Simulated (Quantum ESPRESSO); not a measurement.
Al2ZnClF7 (made-up cell, one site empty), ZnGa2F8 (made-up cell, one site empty) (calculated)

Computed with Quantum ESPRESSO 7.5. Calculation on a made-up crystal cell, not a measurement: periodic Kohn-Sham density functional theory in plane waves with PseudoDojo standard norm-conserving scalar-relativistic pseudopotentials, each functional with its own files (v0.5 for PBE, v0.4.1 for LDA and PBEsol), no spin polarisation, no spin-orbit coupling, atoms not relaxed, stress positive in tension, energies less a fixed whole-eV offset for each atom's element; levels are Kohn-Sham levels at fractions of this cell's reciprocal vectors, counted from the reference band (half the neutral cell's valence electrons, rounded up) at Gamma; error bars cover cutoff and k-mesh only, not smearing or the files; each bar is the largest change over components, and at least 0.002 eV, 0.002 eV per angstrom or 0.02 GPa; added strain carries the atoms with the cell, and shear is the tensor component; no dispersion term; energies are for the whole cell, and the offsets were chosen from early runs and are not element reference energies.

Common to all runs: lattice type rutile, doubled along c; empty site 4; functional pbe; cutoff 1143 eV; fermi dirac smearing 0.025 eV; scf tolerance 1e-07 eV; electrons removed 0; k mesh 5 x 5 x 4, shifted by half a step.

(1) Al2ZnClF7 (made-up cell, one site empty)

Unstrained structure:
```cif
# cell vector a (Å): 4.8840 0.0000 0.0000
# cell vector b (Å): 0.0000 4.8840 0.0000
# cell vector c (Å): 0.0000 0.0000 6.4932
data_Al2ZnClF7
_symmetry_space_group_name_H-M 'P 1'
_symmetry_Int_Tables_number 1
_cell_length_a 4.8840
_cell_length_b 4.8840
_cell_length_c 6.4932
_cell_angle_alpha 90.000
_cell_angle_beta 90.000
_cell_angle_gamma 90.000
_cell_volume 154.89
loop_
_atom_site_label
_atom_site_type_symbol
_atom_site_fract_x
_atom_site_fract_y
_atom_site_fract_z
_atom_site_occupancy
Al1 Al 0.99132 0.99470 0.99957 1
Al2 Al 0.49767 0.50074 0.25166 1
Zn1 Zn 0.01331 0.99156 0.49783 1
F1 F 0.29898 0.30371 0.00208 1
F2 F 0.68722 0.68108 0.99680 1
F3 F 0.81407 0.19054 0.25274 1
F4 F 0.20743 0.80440 0.24945 1
F5 F 0.31210 0.30301 0.50450 1
Cl1 Cl 0.69097 0.68878 0.50859 1
F6 F 0.80240 0.20551 0.74382 1
F7 F 0.20164 0.80964 0.74205 1
```

Settings of this run: added strain kind shear xy, added strain 0.0239 and structure shown before the added strain of 0.0239.

Atoms:
| atoms element | atom site | atom energy offset (eV) |
| --- | --- | --- |
| Al | 1 | -64 |
| Al | 2 | -64 |
| Zn | 3 | -5687 |
| F | 5 | -677 |
| F | 6 | -677 |
| F | 7 | -677 |
| F | 8 | -677 |
| F | 9 | -677 |
| Cl | 10 | -449 |
| F | 11 | -677 |
| F | 12 | -677 |

(2) ZnGa2F8 (made-up cell, one site empty)

Unstrained structure:
```cif
# cell vector a (Å): 4.8128 0.0000 0.0000
# cell vector b (Å): 0.0000 4.8128 0.0000
# cell vector c (Å): 0.0000 0.0000 6.3609
data_ZnGa2F8
_symmetry_space_group_name_H-M 'P 1'
_symmetry_Int_Tables_number 1
_cell_length_a 4.8128
_cell_length_b 4.8128
_cell_length_c 6.3609
_cell_angle_alpha 90.000
_cell_angle_beta 90.000
_cell_angle_gamma 90.000
_cell_volume 147.34
loop_
_atom_site_label
_atom_site_type_symbol
_atom_site_fract_x
_atom_site_fract_y
_atom_site_fract_z
_atom_site_occupancy
Zn1 Zn 0.01752 0.99269 0.98436 1
Ga1 Ga 0.50613 0.50384 0.24517 1
Ga2 Ga 0.00025 0.99028 0.50255 1
F1 F 0.30568 0.30535 0.99561 1
F2 F 0.69220 0.70153 0.99843 1
F3 F 0.80841 0.20676 0.24635 1
F4 F 0.19342 0.79355 0.24231 1
F5 F 0.30903 0.30600 0.50513 1
F6 F 0.67690 0.70310 0.50336 1
F7 F 0.80099 0.20470 0.74791 1
F8 F 0.17778 0.80824 0.74854 1
```

Settings of this run: added strain kind biaxial xx and yy, added strain -0.0206 and structure shown before the added strain of -0.0206.

Atoms:
| atoms element | atom site | atom energy offset (eV) |
| --- | --- | --- |
| Zn | 1 | -5687 |
| Ga | 2 | -2080 |
| Ga | 3 | -2080 |
| F | 5 | -677 |
| F | 6 | -677 |
| F | 7 | -677 |
| F | 8 | -677 |
| F | 9 | -677 |
| F | 10 | -677 |
| F | 11 | -677 |
| F | 12 | -677 |

**Q.** Give the missing stress xx for Al2ZnClF7 (made-up cell, one site empty) (entry 1).
**A.** 9.049 GPa

**Q.** Estimate the stress xz of Al2ZnClF7 (made-up cell, one site empty) (entry 1).
**A.** -1.741 GPa

**Q.** What stress xy does the calculation give for Al2ZnClF7 (made-up cell, one site empty) (entry 1)?
**A.** 2.074 GPa

**Q.** What stress yz does the calculation give for Al2ZnClF7 (made-up cell, one site empty) (entry 1)?
**A.** -1.63 GPa

**Q.** Give the table of levels values for Al2ZnClF7 (made-up cell, one site empty) (entry 1).
**A.** 
Levels:
| level k point | next band up (eV) |
| --- | --- |
| Gamma | 2.75 |
| (1/2,1/2,1/2) | 4.406 |
| (0.15,0,0) | 3.001 |
| (0,0.15,0) | 3.002 |
| (0,0,0.15) | 2.894 |

**Q.** Give the missing stress yz for ZnGa2F8 (made-up cell, one site empty) (entry 2).
**A.** -0.3956 GPa

Further results for Al2ZnClF7 (made-up cell, one site empty) (entry 1):

- free energy less offsets: 35.58 eV
- scf iterations: 11
- smearing term minus ts: 0 eV
- pressure: -12.56 GPa
- stress yy: 9.612 GPa
- stress zz: 19.03 GPa
- reference band: 41
- error bar energy: 0.00283 eV
- error bar stress: 0.02 GPa
- error bar force: 0.002 eV/Å
- error bar next band up: 0.002 eV
- error bars from: tighter rerun of a related cell

Forces:
| site | x (eV/Å) | y (eV/Å) | z (eV/Å) |
| --- | --- | --- | --- |
| 1 | 0.1381 | 0.4822 | -2.822 |
| 2 | -0.9778 | -1.091 | -1.086 |
| 3 | 0.9323 | 1.398 | 2.034 |
| 5 | -0.5322 | -0.6242 | 2.266 |
| 6 | 0.8591 | 0.9099 | 2.112 |
| 7 | -0.3305 | 0.1424 | -2.214 |
| 8 | 0.08554 | -0.4145 | -2.048 |
| 9 | -0.009329 | 0.09371 | -2.742 |
| 10 | -0.2464 | -0.3034 | -0.01035 |
| 11 | 1.378 | -1.65 | 2.205 |
| 12 | -1.297 | 1.056 | 2.304 |

Further results for ZnGa2F8 (made-up cell, one site empty) (entry 2):

- free energy less offsets: 38.98 eV
- scf iterations: 11
- smearing term minus ts: 0 eV
- pressure: -8.707 GPa
- stress xx: 5.733 GPa
- stress yy: 5.88 GPa
- stress zz: 14.51 GPa
- stress xz: -0.1389 GPa
- stress xy: 3.79 GPa
- reference band: 51
- error bar energy: 0.003448 eV
- error bar stress: 0.02 GPa
- error bar force: 0.002 eV/Å
- error bar next band up: 0.002 eV
- error bars from: tighter rerun of a related cell

Forces:
| site | x (eV/Å) | y (eV/Å) | z (eV/Å) |
| --- | --- | --- | --- |
| 1 | -0.7918 | 0.736 | -0.6464 |
| 2 | -0.04717 | -0.3183 | -1.041 |
| 3 | -0.3654 | 0.8143 | 2.5 |
| 5 | 0.472 | 0.4303 | 2.067 |
| 6 | -0.3705 | -0.3454 | 2.069 |
| 7 | -0.04277 | -0.08117 | 0.921 |
| 8 | 0.01968 | 0.004786 | 1.247 |
| 9 | -0.6197 | -0.6688 | -1.817 |
| 10 | 0.7605 | 0.5102 | -1.705 |
| 11 | 0.9734 | -1.034 | -1.48 |
| 12 | 0.01187 | -0.04756 | -2.117 |

Levels:
| level k point | next band up (eV) |
| --- | --- |
| Gamma | 2.218 |
| (1/2,1/2,1/2) | 4.119 |
| (0.15,0,0) | 2.479 |
| (0,0.15,0) | 2.475 |
| (0,0,0.15) | 2.364 |
